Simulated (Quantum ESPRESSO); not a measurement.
# Band energies of RbCdF3

```
CELL_PARAMETERS angstrom
      4.42498     0.00000     0.00000
      0.00000     4.42498     0.00000
      0.00000     0.00000     4.42498
ATOMIC_POSITIONS crystal
  F  0.00000 0.50000 0.50000
  F  0.50000 0.00000 0.50000
  F  0.50000 0.50000 0.00000
  Rb 0.00000 0.00000 0.00000
  Cd 0.50000 0.50000 0.50000
```

PBEsol (Quantum ESPRESSO, PseudoDojo norm-conserving, 102 Ry, with spin-orbit coupling); path ΓXMΓRX,MR; energies in eV from the valence-band maximum.

| k (1/Å) | point | band 50 | band 51 | band 52 | band 53 | band 54 | band 55 | band 56 | band 57 |
|---|---|---|---|---|---|---|---|---|---|
| 0.00 | Γ | -1.51 | 3.07 | 3.07 | 8.11 | 8.11 | 8.11 | 8.11 | 8.94 |
| 0.47 |  | -1.44 | 4.69 | 4.69 | 7.78 | 7.78 | 8.70 | 8.70 | 10.15 |
| 0.71 | X | -1.40 | 5.61 | 5.61 | 7.12 | 7.12 | 8.92 | 8.92 | 10.06 |
| 0.95 |  | -1.05 | 5.81 | 5.81 | 7.40 | 7.40 | 9.15 | 9.15 | 9.84 |
| 1.42 | M | 0.00 | 6.72 | 6.72 | 8.98 | 8.98 | 9.08 | 9.08 | 9.09 |
| 1.59 |  | -0.15 | 6.47 | 6.47 | 8.52 | 8.52 | 9.10 | 9.10 | 9.56 |
| 1.92 |  | -1.02 | 4.81 | 4.81 | 8.41 | 8.41 | 8.92 | 8.92 | 9.46 |
| 2.26 |  | -1.48 | 3.31 | 3.31 | 8.21 | 8.21 | 8.23 | 8.23 | 8.97 |
| 2.42 | Γ | -1.51 | 3.07 | 3.07 | 8.11 | 8.11 | 8.11 | 8.11 | 8.94 |
| 2.78 |  | -1.39 | 4.01 | 4.01 | 8.54 | 8.54 | 8.55 | 8.55 | 9.03 |
| 3.13 |  | -0.85 | 5.83 | 5.83 | 8.68 | 8.68 | 8.76 | 8.76 | 9.38 |
| 3.65 | R | 0.00 | 7.41 | 7.41 | 7.59 | 7.59 | 7.59 | 7.59 | 8.58 |
| 3.94 |  | -0.17 | 6.97 | 6.97 | 7.85 | 7.85 | 8.02 | 8.02 | 9.41 |
| 4.23 |  | -0.67 | 6.20 | 6.20 | 7.82 | 7.82 | 9.05 | 9.05 | 9.69 |
| 4.66 | X | -1.40 | 5.61 | 5.61 | 7.12 | 7.12 | 8.92 | 8.92 | 10.06 |
| 4.66 | M | 0.00 | 6.72 | 6.72 | 8.98 | 8.98 | 9.08 | 9.08 | 9.09 |
| 4.84 |  | 0.00 | 6.79 | 6.79 | 8.66 | 8.66 | 8.76 | 8.76 | 9.27 |
| 5.37 | R | 0.00 | 7.41 | 7.41 | 7.59 | 7.59 | 7.59 | 7.59 | 8.58 |

The PBEsol gap is indirect, 3.07 eV, from R to Γ; the smallest direct gap is 4.58 eV. Another valence extremum on the path lies within 0.02 eV, too close to call.

The cell is held in this high symmetry; tilts and polar distortions were not searched.

Geometry of the Materials Project entry, not relaxed at this level.

The structure is a Materials Project entry; no match was found in the copy of COD used, and its stability was not checked.
